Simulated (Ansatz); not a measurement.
**MoN2: energy along a strain**

MoN2, P4/mbm, a = 4.287 Å, c = 2.728 Å. The structure is a Materials Project entry; whether it is the stable form wasn't checked. Ansatz: PBEsol, PAW, 420 eV, Γ-centred 12×12×18 mesh on 6 atoms, Gaussian smearing 0.15 eV; no spin polarisation. Cell vectors (Å): 4.287 0.000 0.000; 0.000 4.287 0.000; 0.000 0.000 2.728. The cell is strained by x per cent times the pattern (0 0 0 0 0 1) in the order xx yy zz yz xz xy (engineering shears), with fractional coordinates held. y is the free energy over the start, V0 = 8.356 Å³/atom. Symmetry makes y even in x.

```
x (%) y (meV/atom)
-2.00          3.18
-1.00          0.79
 0.00          0.00
 0.25             ?
 0.50          0.20
 0.75          0.45
 1.25          1.24
 1.50          1.78
 1.75          2.43
```

Question: Fit y = c2 x² + c4 x⁴ to the other rows, get the stiffness along the pattern, and predict the missing energy.

Answer: Least squares on the rows shown. y = 0.7904 x² + 0.001084 x⁴. The clamped-ion stiffness p·C·p = 2 × 7.904 eV × 160.2 / 8.356 Å³ = 303 GPa, which is C66 in these axes. At x = 0.25 the fit asked for gives 0.05 meV/atom. The run gave 0.05 meV/atom, the same to the digits shown.

Cost: 9 runs of about 4.8 core-minutes in all, on Arm Neoverse V1 (shared hosts).